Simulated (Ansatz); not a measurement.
NaF (zinc blende, space group No. 216), a = 5.091 Å, b = 5.091 Å, c = 5.091 Å, α = 90.00°, β = 90.00°, γ = 90.00°; the cell used has 2 atoms.

Relaxed with PBEsol.

**Question.** Give the optical modes at the zone centre with their infrared activity from DFPT, DFT-PBEsol in the program Ansatz with PAW potentials.

**Answer.** Transverse frequencies, without the LO–TO term; a row sums one degenerate level.

```tsv
ω (cm⁻¹)	degeneracy	IR ((D/Å)²/amu)	activity	symmetry
278	3	6.30	IR	T2
```

**Question.** How high does the top mode go among those that the LO–TO term moves?

**Answer.** 396 cm⁻¹ for q along x.

Space group F-43m (zinc blende). The start of the workflow was typed in or built on a structure type; neither database checked (COD, Materials Project) lists it. It is not the phase usual at ambient conditions (space group No. 225). The PBEsol relaxation kept the symmetry of its start; phonons on a q-mesh show no instability.

Potentials: the later of the program's two PAW sets.
